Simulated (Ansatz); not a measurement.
## Nb started on a Ta site and a K vacancy, 3.45 Å apart at the start in cubic perovskite KTaO3, 39 atoms, charge +1

Theory: DFT, r2SCAN, PAW, plane waves in Ansatz 0.2.0.

Input file:

```yaml
crystal:
  lattice:
    - [7.970878, 0.000000, 0.000000]
    - [0.000000, 7.970878, 0.000000]
    - [0.000000, 0.000000, 7.970878]
  atoms:
    - { symbol: K, position: [0.999546, 0.999373, 0.498952] }
    - { symbol: K, position: [0.999535, 0.498994, 0.999353] }
    - { symbol: K, position: [0.999683, 0.498852, 0.498882] }
    - { symbol: K, position: [0.499127, 0.999372, 0.999346] }
    - { symbol: K, position: [0.499030, 0.999519, 0.498810] }
    - { symbol: K, position: [0.499034, 0.498855, 0.999489] }
    - { symbol: K, position: [0.498926, 0.498788, 0.498756] }
    - { symbol: Nb, position: [0.242232, 0.242249, 0.242108], spin: 0.286 }
    - { symbol: Ta, position: [0.248229, 0.248164, 0.746500] }
    - { symbol: Ta, position: [0.248062, 0.746649, 0.247955] }
    - { symbol: Ta, position: [0.247592, 0.751231, 0.750999] }
    - { symbol: Ta, position: [0.746632, 0.248093, 0.248024] }
    - { symbol: Ta, position: [0.751288, 0.247536, 0.751095] }
    - { symbol: Ta, position: [0.751100, 0.751159, 0.247422] }
    - { symbol: Ta, position: [0.751423, 0.751392, 0.751249] }
    - { symbol: O, position: [0.253524, 0.253031, 0.000761], spin: 0.286 }
    - { symbol: O, position: [0.250926, 0.250560, 0.501241], spin: 0.286 }
    - { symbol: O, position: [0.252036, 0.748623, 0.000197] }
    - { symbol: O, position: [0.250060, 0.750601, 0.500361] }
    - { symbol: O, position: [0.748935, 0.251749, 0.000202] }
    - { symbol: O, position: [0.750956, 0.249678, 0.500373] }
    - { symbol: O, position: [0.747702, 0.747364, 0.999585] }
    - { symbol: O, position: [0.750126, 0.749818, 0.499703] }
    - { symbol: O, position: [0.000974, 0.253082, 0.253257], spin: 0.286 }
    - { symbol: O, position: [0.000426, 0.251680, 0.748685] }
    - { symbol: O, position: [0.000403, 0.748619, 0.251849] }
    - { symbol: O, position: [0.999791, 0.747365, 0.747461] }
    - { symbol: O, position: [0.501512, 0.250557, 0.250691], spin: 0.286 }
    - { symbol: O, position: [0.500601, 0.249680, 0.750697] }
    - { symbol: O, position: [0.500582, 0.750618, 0.249831] }
    - { symbol: O, position: [0.499914, 0.749756, 0.749934] }
    - { symbol: O, position: [0.253477, 0.000711, 0.253236], spin: 0.286 }
    - { symbol: O, position: [0.252114, 0.000114, 0.748781] }
    - { symbol: O, position: [0.250943, 0.501093, 0.250682], spin: 0.286 }
    - { symbol: O, position: [0.250083, 0.500241, 0.750744] }
    - { symbol: O, position: [0.749028, 0.000128, 0.251881] }
    - { symbol: O, position: [0.747694, 0.999488, 0.747500] }
    - { symbol: O, position: [0.750976, 0.500261, 0.249893] }
    - { symbol: O, position: [0.750215, 0.499568, 0.749953] }
  symmetry: { detect: false }
kpoints:
  mp_grid: { grid: [1, 1, 1], shift: [0.25, 0.25, 0.25] }
hamiltonian:
  xc: r2scan
total_charge: 1
magnetization:
  spin_polarized: true
scf:
  occupations: { method: fermi_dirac, width: 0.01 }
output:
  forces: true
  eigenvalues: true
  populations: true
  charged_corrections: { epsilon: 200 }
  eigenstates: { kpoints: [[0.25, 0.25, 0.25]], e_range: [-6.0, 6.0], localisation: true }
```

Command:

```sh
ansatz run in.yaml --threads 8 --pin off --max-ram 15200MiB --runs-dir r --events-out ev --progress --plain
```

The program printed, less machine lines and repeats, with […] for rows cut from tables:

```
Pseudopotentials: kind: paw
Functional definition: r2SCAN
  parameter k0 = 0.174
  parameter k1 = 0.065
  parameter a1 = 4.9479
  exchange = r2scan_x(k0 = k0, k1 = k1, a1 = a1)
  correlation = r2scan_c
Crystal: 39 atoms, lattice volume = 506.429 Å³
Basis set: ecut = 500 eV, 12965 PW (Γ), exchange–correlation on 240×240×240 points (64 copies of the dense FFT grid, shifted against one another)
Bands: 196, of which v1, the nominal top of the filled ones, is band 155 counted from 1 (154 counted from 0)
Symmetry: 1 space group operations
k-points: 1
Non-local potential: K, projectors of the file, l = 0: 3, l = 1: 2, l = 2: 2
Non-local potential: Nb, projectors of the file, l = 0: 3, l = 1: 2, l = 2: 2, l = 3: 1
Non-local potential: Ta, projectors of the file, l = 0: 3, l = 1: 2, l = 2: 2, l = 3: 1
Non-local potential: O, projectors of the file, l = 0: 2, l = 1: 2, l = 2: 1
PAW form: soft (Blöchl's): semilocal exchange-correlation on the pseudo side does not see the compensation charge
PAW frozen core: K, regenerated for the run's functional (the file was generated under x = pbe(κ = 0.804, μ = 0.2195149727645171), c = pbe(β = 0.06672455060314922))
PAW frozen core: Nb, regenerated for the run's functional (the file was generated under x = pbe(κ = 0.804, μ = 0.2195149727645171), c = pbe(β = 0.06672455060314922))
PAW frozen core: Ta, regenerated for the run's functional (the file was generated under x = pbe(κ = 0.804, μ = 0.2195149727645171), c = pbe(β = 0.06672455060314922))
PAW frozen core: O, regenerated for the run's functional (the file was generated under x = pbe(κ = 0.804, μ = 0.2195149727645171), c = pbe(β = 0.06672455060314922))
PAW one-centre angular grid: K, 302 points (default); XC on 160 Gauss nodes
PAW one-centre angular grid: Nb, 590 points (default); XC on 160 Gauss nodes
PAW one-centre angular grid: Ta, 590 points (default); XC on 160 Gauss nodes
PAW one-centre angular grid: O, 302 points (default); XC on 160 Gauss nodes
Initial density: superposition of atomic densities (chi_scale 0.1, normalization cell, long waves kept (reshape's long-wave potential 0.19 eV rms))
Starting moments: Σ|m| = 2.002 μB on 7 of 39 sites
Initial wavefunctions: pseudopotential atomic-orbital guess
Functional: x = r2scan, c = r2scan; τ floored in thin density (d = 2e-4 eV/Å³)
SCF iter   1: F=—  HF=-98667.674820 eV  |F-HF|=—  |Δ(HF+E_count)|=         —  Δρ=3.62e-2 (↑3.32e-2 ↓3.62e-2)  dr2=3.16e1  dr2_τ=7.38e-1  dr2_m=2.03e-1  M=2.000 μB ∫|m|=2.114 μB  β_m=1.00  ethr=3.10e-3  ⟨swp⟩=6.0  Hψ=1638  notcnv=0  defer=8
Mixer restart at iter 1: flushing history
preconditioner: auto → Resta (q_TF=auto, 2.514 Å⁻¹)  ε∞=4.1  [insulator: Δε(μ)=0.054 eV  Ē_g=14.210 eV  σ=0.010 eV  W_gap=0.87  n_scr=146 (ndim 8)  ℏωp=25.1 eV  f_vac=0.017  D(μ)=16.07/eV (n_scr^D=122)  ε∞_Penn≈4.1]
spin=Collinear: Resta preconditioning applied to the charge; magnetization (m = ρ↑ − ρ↓) channel mixes plain (no charge-response kernel on spin).
SCF iter   2: F=—  HF=-98666.325495 eV  |F-HF|=—  |Δ(HF+E_count)|=    1.35e0  Δρ=2.23e-2 (↑2.21e-2 ↓2.23e-2)  dr2=1.25e1  dr2_τ=1.41e-1  dr2_m=1.65e-2  M=2.000 μB ∫|m|=2.357 μB  β_m=1.00  ethr=3.10e-3  ⟨swp⟩=2.0  Hψ=610  notcnv=0  defer=68  κ⁻¹=1.0e0(r=1)
SCF iter   3: F=—  HF=-98669.575034 eV  |F-HF|=—  |Δ(HF+E_count)|=    3.25e0  Δρ=1.61e-2 (↑1.31e-2 ↓1.61e-2)  dr2=3.84e0  dr2_τ=4.78e-2  dr2_m=8.37e-2  M=1.999 μB ∫|m|=2.676 μB  β_m=1.00  ethr=3.10e-3  ⟨swp⟩=2.0  Hψ=598  notcnv=0  defer=68  κ⁻¹=8.1e-2(r=2)
SCF iter   4: F=—  HF=-98672.228474 eV  |F-HF|=—  |Δ(HF+E_count)|=    2.65e0  Δρ=1.44e-2 (↑7.92e-3 ↓1.44e-2)  dr2=3.07e0  dr2_τ=2.82e-2  dr2_m=1.31e-1  M=2.000 μB ∫|m|=2.786 μB  β_m=1.00  ethr=1.24e-3  ⟨swp⟩=2.0  Hψ=653  notcnv=0  defer=68  κ⁻¹=3.6e-2(r=3)
SCF iter   5: F=—  HF=-98672.877771 eV  |F-HF|=—  |Δ(HF+E_count)|=   6.49e-1  Δρ=8.81e-3 (↑7.40e-3 ↓8.81e-3)  dr2=1.71e0  dr2_τ=1.25e-2  dr2_m=1.17e-2  M=2.000 μB ∫|m|=2.739 μB  β_m=1.00  ethr=9.90e-4  ⟨swp⟩=1.0  Hψ=392  notcnv=0  defer=68  κ⁻¹=1.9e-2(r=4)
SCF iter   6: F=—  HF=-98673.908564 eV  |F-HF|=—  |Δ(HF+E_count)|=    1.03e0  Δρ=4.29e-3 (↑4.29e-3 ↓4.07e-3)  dr2=4.23e-1  dr2_τ=5.01e-3  dr2_m=6.93e-3  M=2.000 μB ∫|m|=2.783 μB  β_m=1.00  ethr=5.52e-4  ⟨swp⟩=2.0  Hψ=683  notcnv=0  defer=68  κ⁻¹=5.3e-3(r=5)
SCF iter   7: F=—  HF=-98673.904036 eV  |F-HF|=—  |Δ(HF+E_count)|=         —  Δρ=2.44e-3 (↑2.27e-3 ↓2.44e-3)  dr2=1.33e-1  dr2_τ=1.73e-3  dr2_m=1.97e-3  M=2.000 μB ∫|m|=2.751 μB  β_m=1.00  ethr=1.36e-4  ⟨swp⟩=2.0  Hψ=574  notcnv=0  defer=68
Mixer restart at iter 7: flushing history
SCF iter   8: F=—  HF=-98673.896744 eV  |F-HF|=—  |Δ(HF+E_count)|=         —  Δρ=1.83e-3 (↑1.73e-3 ↓1.83e-3)  dr2=7.05e-2  dr2_τ=8.91e-4  dr2_m=5.03e-4  M=2.000 μB ∫|m|=2.757 μB  β_m=1.00  ethr=4.28e-5  ⟨swp⟩=2.0  Hψ=426  notcnv=0  defer=68
Mixer restart at iter 8: flushing history
SCF iter   9: F=—  HF=-98673.898106 eV  |F-HF|=—  |Δ(HF+E_count)|=   1.36e-3  Δρ=1.54e-3 (↑1.29e-3 ↓1.54e-3)  dr2=4.15e-2  dr2_τ=5.52e-4  dr2_m=7.43e-4  M=2.000 μB ∫|m|=2.760 μB  β_m=1.00  ethr=2.28e-5  ⟨swp⟩=2.0  Hψ=398  notcnv=0  defer=68  κ⁻¹=1.0e0(r=1)
SCF iter  10: F=—  HF=-98673.906873 eV  |F-HF|=—  |Δ(HF+E_count)|=   8.77e-3  Δρ=9.97e-4 (↑6.21e-4 ↓9.97e-4)  dr2=1.77e-2  dr2_τ=1.41e-4  dr2_m=4.00e-4  M=2.000 μB ∫|m|=2.767 μB  β_m=1.00  ethr=1.34e-5  ⟨swp⟩=2.0  Hψ=579  notcnv=0  defer=68  κ⁻¹=1.7e-2(r=2)
SCF iter  11: F=—  HF=-98673.911302 eV  |F-HF|=—  |Δ(HF+E_count)|=   4.43e-3  Δρ=4.96e-4 (↑4.12e-4 ↓4.96e-4)  dr2=3.18e-3  dr2_τ=6.85e-5  dr2_m=4.37e-4  M=2.000 μB ∫|m|=2.770 μB  β_m=1.00  ethr=5.69e-6  ⟨swp⟩=2.0  Hψ=614  notcnv=0  defer=68  κ⁻¹=2.8e-3(r=3)
SCF iter  12: F=—  HF=-98673.912377 eV  |F-HF|=—  |Δ(HF+E_count)|=   1.07e-3  Δρ=3.21e-4 (↑2.17e-4 ↓3.21e-4)  dr2=1.63e-3  dr2_τ=2.00e-5  dr2_m=8.72e-5  M=2.000 μB ∫|m|=2.769 μB  β_m=1.00  ethr=1.03e-6  ⟨swp⟩=1.5  Hψ=413  notcnv=0  defer=68  κ⁻¹=2.2e-3(r=4)
SCF iter  13: F=—  HF=-98673.913056 eV  |F-HF|=—  |Δ(HF+E_count)|=   6.79e-4  Δρ=1.74e-4 (↑1.37e-4 ↓1.74e-4)  dr2=5.84e-4  dr2_τ=6.13e-6  dr2_m=3.76e-5  M=2.000 μB ∫|m|=2.767 μB  β_m=1.00  ethr=5.26e-7  ⟨swp⟩=2.0  Hψ=561  notcnv=0  defer=68  κ⁻¹=2.0e-3(r=5)
SCF iter  14: F=—  HF=-98673.913315 eV  |F-HF|=—  |Δ(HF+E_count)|=   2.59e-4  Δρ=8.77e-5 (↑7.11e-5 ↓8.77e-5)  dr2=1.42e-4  dr2_τ=1.47e-6  dr2_m=2.49e-6  M=2.000 μB ∫|m|=2.767 μB  β_m=1.00  ethr=1.89e-7  ⟨swp⟩=2.0  Hψ=656  notcnv=0  defer=68  κ⁻¹=7.7e-4(r=6)
SCF iter  15: F=—  HF=-98673.913418 eV  |F-HF|=—  |Δ(HF+E_count)|=   1.02e-4  Δρ=5.76e-5 (↑4.69e-5 ↓5.76e-5)  dr2=4.42e-5  dr2_τ=5.36e-7  dr2_m=4.76e-7  M=2.000 μB ∫|m|=2.767 μB  β_m=1.00  ethr=4.59e-8  ⟨swp⟩=2.0  Hψ=513  notcnv=0  defer=68  κ⁻¹=2.7e-4(r=7)
SCF iter  16: F=—  HF=-98673.913462 eV  |F-HF|=—  |Δ(HF+E_count)|=   4.43e-5  Δρ=5.37e-5 (↑2.49e-5 ↓5.37e-5)  dr2=2.08e-5  dr2_τ=2.61e-7  dr2_m=2.10e-6  M=2.000 μB ∫|m|=2.767 μB  β_m=1.00  ethr=1.43e-8  ⟨swp⟩=2.0  Hψ=566  notcnv=0  defer=68  κ⁻¹=1.2e-4(r=8)
SCF iter  17: F=—  HF=-98673.913474 eV  |F-HF|=—  |Δ(HF+E_count)|=   1.24e-5  Δρ=4.11e-5 (↑2.10e-5 ↓4.11e-5)  dr2=1.10e-5  dr2_τ=8.47e-8  dr2_m=7.37e-7  M=2.000 μB ∫|m|=2.767 μB  β_m=1.00  ethr=6.70e-9  ⟨swp⟩=2.0  Hψ=531  notcnv=0  defer=68  κ⁻¹=3.8e-5(r=8)
SCF iter  18: F=—  HF=-98673.913482 eV  |F-HF|=—  |Δ(HF+E_count)|=   7.84e-6  Δρ=3.82e-5 (↑1.77e-5 ↓3.82e-5)  dr2=7.08e-6  dr2_τ=4.92e-8  dr2_m=6.14e-7  M=2.000 μB ∫|m|=2.767 μB  β_m=1.00  ethr=3.54e-9  ⟨swp⟩=2.0  Hψ=667  notcnv=0  defer=68  κ⁻¹=1.2e-5(r=8)
SCF iter  19: F=—  HF=-98673.913483 eV  |F-HF|=—  |Δ(HF+E_count)|=   1.30e-6  Δρ=3.78e-5 (↑1.77e-5 ↓3.78e-5)  dr2=6.91e-6  dr2_τ=4.17e-8  dr2_m=5.84e-7  M=2.000 μB ∫|m|=2.767 μB  β_m=1.00  ethr=2.28e-9  ⟨swp⟩=1.5  Hψ=412  notcnv=0  defer=68  κ⁻¹=1.6e-5(r=8)
SCF iter  20: F=—  HF=-98673.913484 eV  |F-HF|=—  |Δ(HF+E_count)|=   9.63e-7  Δρ=3.77e-5 (↑1.76e-5 ↓3.77e-5)  dr2=6.79e-6  dr2_τ=3.84e-8  dr2_m=5.69e-7  M=2.000 μB ∫|m|=2.767 μB  β_m=1.00  ethr=2.23e-9  ⟨swp⟩=1.0  Hψ=392  notcnv=0  defer=68  κ⁻¹=3.2e-6(r=8)
SCF iter  21: F=—  HF=-98673.913488 eV  |F-HF|=—  |Δ(HF+E_count)|=   3.23e-6  Δρ=3.79e-5 (↑1.76e-5 ↓3.79e-5)  dr2=6.66e-6  dr2_τ=3.84e-8  dr2_m=6.34e-7  M=2.000 μB ∫|m|=2.767 μB  β_m=1.00  ethr=2.19e-9  ⟨swp⟩=2.0  Hψ=613  notcnv=0  defer=68  κ⁻¹=8.2e-6(r=8)
SCF iter  22: F=—  HF=-98673.913489 eV  |F-HF|=—  |Δ(HF+E_count)|=   1.61e-6  Δρ=3.76e-5 (↑1.76e-5 ↓3.76e-5)  dr2=6.67e-6  dr2_τ=3.27e-8  dr2_m=5.66e-7  M=2.000 μB ∫|m|=2.767 μB  β_m=1.00  ethr=2.15e-9  ⟨swp⟩=2.0  Hψ=536  notcnv=0  defer=68  κ⁻¹=5.5e-5(r=8)
SCF iter  23: F=—  HF=-98673.913487 eV  |F-HF|=—  |Δ(HF+E_count)|=   2.51e-6  Δρ=3.77e-5 (↑1.75e-5 ↓3.77e-5)  dr2=6.58e-6  dr2_τ=3.80e-8  dr2_m=6.24e-7  M=2.000 μB ∫|m|=2.767 μB  β_m=1.00  ethr=2.15e-9  ⟨swp⟩=2.0  Hψ=580  notcnv=0  defer=68  κ⁻¹=8.0e-2(r=7)
SCF iter  24: F=—  HF=-98673.913496 eV  |F-HF|=—  |Δ(HF+E_count)|=   9.40e-6  Δρ=4.00e-5 (↑2.02e-5 ↓4.00e-5)  dr2=7.87e-6  dr2_τ=5.36e-8  dr2_m=6.90e-7  M=2.000 μB ∫|m|=2.767 μB  β_m=1.00  ethr=2.12e-9  ⟨swp⟩=3.0  Hψ=761  notcnv=0  defer=68  κ⁻¹=1.2e-1(r=7)
SCF iter  25: F=—  HF=-98673.913507 eV  |F-HF|=—  |Δ(HF+E_count)|=   1.05e-5  Δρ=3.96e-5 (↑2.57e-5 ↓3.96e-5)  dr2=1.08e-5  dr2_τ=1.15e-7  dr2_m=5.95e-7  M=2.000 μB ∫|m|=2.768 μB  β_m=1.00  ethr=2.12e-9  ⟨swp⟩=3.0  Hψ=880  notcnv=0  defer=68
Mixer restart at iter 25: flushing history
SCF iter  26: F=—  HF=-98673.913509 eV  |F-HF|=—  |Δ(HF+E_count)|=   2.45e-6  Δρ=4.00e-5 (↑2.01e-5 ↓4.00e-5)  dr2=8.23e-6  dr2_τ=6.82e-8  dr2_m=7.72e-7  M=2.000 μB ∫|m|=2.768 μB  ethr=2.12e-9  ⟨swp⟩=13.0  Hψ=2014  notcnv=0
Mixer restart at iter 26: flushing history
iteration 26: the SCF's residuals had fallen too slowly under its mixing. It goes on by minimising its free energy, and can end on another state than longer mixing would; under `scf.algorithm: density_mixing` no SCF does so, but by `scf.convergence.dm_fallback`
SCF iter  27: F=—  HF=-98673.913513 eV  |F-HF|=—  |Δ(HF+E_count)|=   4.06e-6  Δρ=1.23e-5 (↑1.02e-5 ↓1.23e-5)  dr2=1.98e-6  dr2_τ=3.28e-8  dr2_m=2.66e-7  M=2.000 μB ∫|m|=2.768 μB  ethr=2.12e-9  ⟨swp⟩=8.5  Hψ=1938  notcnv=0
SCF iter  28: F=—  HF=-98673.913520 eV  |F-HF|=—  |Δ(HF+E_count)|=   6.69e-6  Δρ=1.43e-5 (↑1.43e-5 ↓1.04e-5)  dr2=1.23e-6  dr2_τ=4.51e-8  dr2_m=3.89e-7  M=2.000 μB ∫|m|=2.769 μB  ethr=6.39e-10  ⟨swp⟩=4.5  Hψ=1401  notcnv=0
SCF iter  29: F=—  HF=-98673.913548 eV  |F-HF|=—  |Δ(HF+E_count)|=   2.83e-5  Δρ=1.40e-5 (↑1.07e-5 ↓1.40e-5)  dr2=1.61e-6  dr2_τ=5.17e-8  dr2_m=3.78e-7  M=2.000 μB ∫|m|=2.770 μB  ethr=3.97e-10  ⟨swp⟩=7.0  Hψ=1568  notcnv=0
SCF iter  30: F=—  HF=-98673.913549 eV  |F-HF|=—  |Δ(HF+E_count)|=   4.88e-7  Δρ=8.37e-6 (↑3.36e-6 ↓8.37e-6)  dr2=6.02e-7  dr2_τ=9.69e-9  dr2_m=7.63e-8  M=2.000 μB ∫|m|=2.770 μB  ethr=3.97e-10  ⟨swp⟩=2.0  Hψ=1219  notcnv=0
SCF iter  31: F=—  HF=-98673.913549 eV  |F-HF|=—  |Δ(HF+E_count)|=  1.02e-10  Δρ=5.65e-6 (↑1.23e-6 ↓5.65e-6)  dr2=1.53e-7  dr2_τ=3.64e-9  dr2_m=4.32e-8  M=2.000 μB ∫|m|=2.770 μB  ethr=1.94e-10  ⟨swp⟩=1.0  Hψ=968  notcnv=0
SCF iter  32: F=—  HF=-98673.913549 eV  |F-HF|=—  |Δ(HF+E_count)|=   9.93e-8  Δρ=1.54e-6 (↑1.34e-6 ↓1.54e-6)  dr2=2.73e-8  dr2_τ=6.10e-10  dr2_m=3.81e-9  M=2.000 μB ∫|m|=2.770 μB  ethr=3.23e-11  ⟨swp⟩=3.0  Hψ=1348  notcnv=0
SCF iter  33: F=-98673.913549 eV  HF=-98673.913549 eV  |F-HF|=9.23e-9  |Δ(HF+E_count)|=   8.51e-8  Δρ=8.98e-7 (↑6.39e-7 ↓8.98e-7)  dr2=1.12e-8  dr2_τ=1.92e-10  dr2_m=9.43e-10  M=2.000 μB ∫|m|=2.770 μB  ethr=8.81e-12  ⟨swp⟩=2.5  Hψ=1193  notcnv=0
SCF iter  34: F=-98673.913549 eV  HF=-98673.913549 eV  |F-HF|=9.27e-9  |Δ(HF+E_count)|=  4.37e-11  Δρ=8.98e-7 (↑6.39e-7 ↓8.98e-7)  dr2=1.13e-8  dr2_τ=1.93e-10  dr2_m=9.43e-10  M=2.000 μB ∫|m|=2.770 μB  ethr=3.62e-12  ⟨swp⟩=1.0  Hψ=1221  notcnv=0
SCF 1 converged in 34 iterations: F = -98673.913549 eV  dr2 = 1.13e-8
  greatest PAW one-centre occupation: 1.001 electrons in one spin orbital (limit 2), on the Nb atom at site 7 (counted from 0), in its partial waves of l = 0
at 2 of the mixer's solves, the last at iteration 24, it left a direction of its history that read negative out of its fit and stepped the other way along it
NSCF: frozen V_eff on 1 k-points
SCF converged after 34 iterations
Stability not told: the SCF's own minimisation came to no verdict on its close, and a probe of this close did not settle it; the lowest value that the minimisation read is 6.2e-2 (residual 8.7e-3): no lower mode is shown, and none is ruled out
Magnetization: 2.0000 μB (156.0000 up, 154.0000 down)
Absolute magnetization: 2.7701 μB (∫|ρ↑−ρ↓|, with the PAW one-centre terms)
Spin contamination: 0.0105 ħ² per cell (⟨S²⟩ above its minimum at these occupations)
Per-site moments (μB) at R_I (Å): [(-0.0017632992554883946, 1.1569039617135637), (-0.0017650598626913914, 1.157498378256645), (-0.0018816480524341008, 1.142480685467658), (-0.0017818062932582442, 1.1568800137881514), (-0.001865402797383222, 1.141856388653516), (-0.0018678408911570559, 1.1423388171129387), (-0.0019123402432908469, 1.153336625074654), (-0.018670634282861667, 0.7948981968887096), (-0
Free energy (F): -98673.913549 eV
Harris-Foulkes:  -98673.913549 eV  (|F-HF|=9.27e-9)
Internal energy: -98673.901697 eV  (E = F + TS)
E sigma→0 (E₀):  -98673.907623 eV
Entropy (-TS):   -0.011852 eV (-0.304 meV/atom)
Fermi energy:    7.632290 eV
--- Per-component energies (eV) ---
  E_band       = -2414.133680
  E_kinetic    = 8939.306889
  E_local      = -18638.613931  (includes V_loc(G=0)·N_el)
  E_nonlocal   = 1434.327112
  E_hartree    = 6572.826340
  E_xc         = -4294.569542
  E_vxc        = -5619.351251  (∫ρ·V_xc dr)
  E_paw        = -71400.282775  (= ΣΔE_a)
  E_vpaw       = -2006.538855  (= ΣTr[D̂ρ^β])
  E_aug_tail   = 0.024376  (compensation charges beyond the density's cutoff)
  E_vtau       = 331.059581  (kinetic-family band-sum trace: ∫τ·v_τ [+ j·A + Jᵃ·Aᵃ] dr)
  E_ewald      = -21279.293897
  E_core_change = -7.626270  (= ΣΔE_core)
  E_smearing   = -0.011852  (= −TS)
  E_closure    = -0.000000  (closes the sum)
  E_deformation_potential = 17.937406  (in the stress; not in F)
  Σ components = -98673.913549   (vs F -98673.913549, Δ=0.00e0)
--- Forces (eV/Å), atoms counted from 1 ---
  atom   1  K      0.00246531     0.00130729     0.00117710
  atom   2  K      0.00273104     0.00076426     0.00174191
  atom   3  K      0.00233922     0.00306254     0.00140145
  atom   4  K      0.00047178     0.00077488     0.00145760
  atom   5  K      0.00043553     0.00101351     0.00296655
  atom   6  K      0.00025909     0.00162248     0.00127069
  atom   7  K      0.00321933     0.00088356     0.00191977
  atom   8  Nb    -0.09083801    -0.06495247    -0.06157090
  atom   9  Ta    -0.03721015    -0.01046585     0.02000065
  atom  10  Ta    -0.03863240     0.01376847    -0.00699669
  atom  11  Ta    -0.05601397    -0.00525473     0.00935857
  atom  12  Ta     0.01434304    -0.01203251    -0.00784247
  atom  13  Ta     0.03411450    -0.03828953     0.00313424
  atom  14  Ta     0.04155472    -0.00395494    -0.03526670
  atom  15  Ta     0.06422632     0.02738365     0.03841690
  atom  16  O     -0.00479008     0.00712832    -0.03961581
  atom  17  O      0.00452923    -0.00382380     0.09578687
  atom  18  O      0.00358914    -0.00429578     0.00760816
  atom  19  O      0.00313408     0.00242229     0.00092277
  atom  20  O     -0.00257433     0.00323008     0.00343742
  atom  21  O     -0.00758185     0.00078202     0.00297786
  atom  22  O     -0.00430554    -0.00429218     0.01236141
  atom  23  O     -0.01091306     0.00401146    -0.00833726
  atom  24  O     -0.01287948     0.00740286     0.00006857
  atom  25  O      0.00414061     0.00749523    -0.00406753
  atom  26  O      0.00500052    -0.00573710     0.00499798
  atom  27  O      0.00494979    -0.00571285    -0.00751432
  atom  28  O      0.09975643    -0.00044437    -0.00229498
  atom  29  O      0.00667188     0.00350416    -0.00248689
  atom  30  O      0.00642096     0.00062274    -0.00073493
  atom  31  O     -0.00318357     0.00344774    -0.00178753
  atom  32  O     -0.00269634    -0.05195827     0.00026559
  atom  33  O      0.00035782     0.00437206    -0.00920325
  atom  34  O      0.00154483     0.10420743    -0.00768849
  atom  35  O      0.00067498     0.00291986    -0.00217217
  atom  36  O     -0.00816879    -0.00016353    -0.00093474
  atom  37  O     -0.00432032     0.01054093    -0.00636229
  atom  38  O     -0.00897029     0.00485087    -0.00545463
  atom  39  O     -0.01407299    -0.00661508    -0.00133916
  max |Σ_I F_I| component: 4.74e-4 eV/Å
--- Charged-cell corrections in eV (Makov–Payne, q = +1.000 e, ε = 200.000) ---
  F (periodic)     = -98673.913549  (uncorrected; the corrections below are reported, never added to it)
  E_corr1          = +0.012814  (monopole, q²α_M/2εL)
  F Makov-Payne    = -98673.900735  (F + E_corr1; no measured alignment; for a localised charge, not one spread in a band: unchecked)
--- Band table (eV) ---
  k-point 0 ↑: bands = ["-61.5397", "-61.5341", "-61.5335", "-61.5290", "-61.5101", "-61.5074", "-61.5059", "-48.7746", "-27.4304", "-27.4268", "-27.4174", "-27.4135", "-27.4119", "-27.4115", "-27.4042", "-27.4034", "-27.4019", "-27.3708", "-27.3687", "-27.3643", "-27.3535", "-27.3505", "-27.3439", "-27.3378", "-27.3356", "-27.3336", "-27.3280", "-27.3273", "-27.3236", "-24.2052", "-24.2029", "-24 …
  k-point 0 ↓: bands = ["-61.5586", "-61.5528", "-61.5522", "-61.5475", "-61.5286", "-61.5259", "-61.5244", "-48.8063", "-27.4570", "-27.4517", "-27.4418", "-27.4400", "-27.4383", "-27.4368", "-27.4299", "-27.4293", "-27.4272", "-27.3972", "-27.3950", "-27.3889", "-27.3823", "-27.3780", "-27.3701", "-27.3661", "-27.3640", "-27.3609", "-27.3560", "-27.3547", "-27.3515", "-24.2418", "-24.2367", "-24 …
--- Löwdin populations: 39 sites ---
  site symbol       q [e]    m [muB]
     0      K      8.1961    -0.0030
     1      K      8.1961    -0.0030
     2      K      8.1946    -0.0025
     3      K      8.1961    -0.0026
     4      K      8.1947    -0.0028
     5      K      8.1947    -0.0028
     6      K      8.1934    -0.0031
     7     Nb     11.3451    -0.0534
     8     Ta     11.1892    -0.0513
     9     Ta     11.1889    -0.0513
    10     Ta     11.1831    -0.0514
    11     Ta     11.1894    -0.0513
    12     Ta     11.1831    -0.0522
    13     Ta     11.1830    -0.0520
    14     Ta     11.1825    -0.0525
    15      O      6.6866     0.0841
[…]
    23      O      6.6898     0.0719
    24      O      6.7204     0.0997
    25      O      6.7205     0.0995
    26      O      6.7232     0.0850
    27      O      6.7365     0.1091
    28      O      6.7604     0.0942
    29      O      6.7605     0.0936
    30      O      6.7570     0.1114
    31      O      6.6867     0.0860
    32      O      6.7159     0.1131
    33      O      6.7328     0.1218
    34      O      6.7578     0.1010
    35      O      6.7157     0.1137
    36      O      6.7177     0.1016
    37      O      6.7575     0.1017
    38      O      6.7527     0.1238
  spilling = 0.004660 (of n_electrons = 310.000000)
```

Absolute energies hang on the potentials; compare differences alone.

The atoms are those of an earlier PBEsol relaxation. One k point and one spin start were run, so the state needn't be the lowest, and an added charge can sit in a band of the host.

Time: 4.5 min of wall time on 8 threads of a Platinum 8259CL processor, on a host shared with other runs; peak host memory 2.7 GiB.
